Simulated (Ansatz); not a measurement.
SiO$_{2}$ in space group I-42d (No. 122; Pearson symbol tI60), DFT-r²SCAN in the program Ansatz with PAW potentials. The conduction-band minimum lies at Γ, with 1 equivalent valley. Second derivatives d²E/dk² of the lowest band at one valley (eV·Å²), along Cartesian directions:

```json
[
 {"direction": "[100]", "d²E/dk²": "12.04"},
 {"direction": "[010]", "d²E/dk²": "12.04"},
 {"direction": "[001]", "d²E/dk²": "12.53"},
 {"direction": "[110]", "d²E/dk²": "12.04"},
 {"direction": "[101]", "d²E/dk²": "12.29"},
 {"direction": "[011]", "d²E/dk²": "12.29"}
]
```

### Question
Find the principal effective masses, the density-of-states mass and the conductivity mass.

### Answer
Off-diagonal terms follow from H_xy = H[110] − (H_xx + H_yy)/2, and m*/mₑ = 7.620 eV·Å² over each eigenvalue: 0.61, 0.63, 0.63. One valley's DOS mass (m₁m₂m₃)^(1/3) = 0.62, conductivity mass 3/(Σ 1/mᵢ) = 0.62 mₑ.

### Question
What effective density of states Nc follows at 300 K for parabolic valleys?

### Answer
Nc = 2.509e19 × 1 × (0.62)^(3/2) ≈ 1.2e19 cm⁻³.

The start of the workflow was typed in or built on a structure type; the Crystallography Open Database copy checked does not list it. It is not the phase usual at ambient conditions (space group No. 92, 152, 154). The r²SCAN relaxation kept the symmetry of its start; its stability against distortions is not shown here. Point labels and valley counts follow the cell and symmetry of the run, lower than the named group.

Potentials: the later of the program's two PAW sets.

Edges and masses are those of Kohn–Sham bands, whose gap is no quasiparticle gap.
